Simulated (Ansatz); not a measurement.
Bi (fcc (Cu type), Fm-3m) at seven volumes, DFT-PBEsol in the program Ansatz with PAW potentials, scaled uniformly. One row is withheld.

```json
[
 {"V (Å³/atom)": "27.537", "P (GPa)": "6.89"},
 {"V (Å³/atom)": "28.445", "P (GPa)": "?"},
 {"V (Å³/atom)": "29.353", "P (GPa)": "1.94"},
 {"V (Å³/atom)": "30.261", "P (GPa)": "0.00"},
 {"V (Å³/atom)": "31.169", "P (GPa)": "-1.61"},
 {"V (Å³/atom)": "32.077", "P (GPa)": "-2.96"},
 {"V (Å³/atom)": "32.984", "P (GPa)": "-4.11"}
]
```

Q: Fit the shown pressures and predict the withheld one.

A: Third-order Birch–Murnaghan: P = (3/2)B₀(x^(7/2) − x^(5/2))[1 + (3/4)(B′ − 4)(x − 1)] with x = (V₀/V)^(2/3). Least squares on the six rows gives V₀ = 30.267 Å³/atom, B₀ = 58.44 GPa, B′ = 4.67. At V = 28.445, x = 1.0423 and P = 4.20 GPa. The run itself gave 4.23 GPa.

The start of the workflow was typed in or built on a structure type; neither database checked (COD, Materials Project) lists it. It is not the phase usual at ambient conditions (space group No. 166). Symmetry was held in the PBEsol relaxation. At this level the phase is mechanically unstable. Scalar-relativistic: spin–orbit coupling is off unless named, which matters more the heavier the elements.

Potentials: the earlier of the program's two PAW sets. The files were generated under PBE; for other functionals the program regenerates the frozen cores, and for LDA and PBEsol the local potential too.
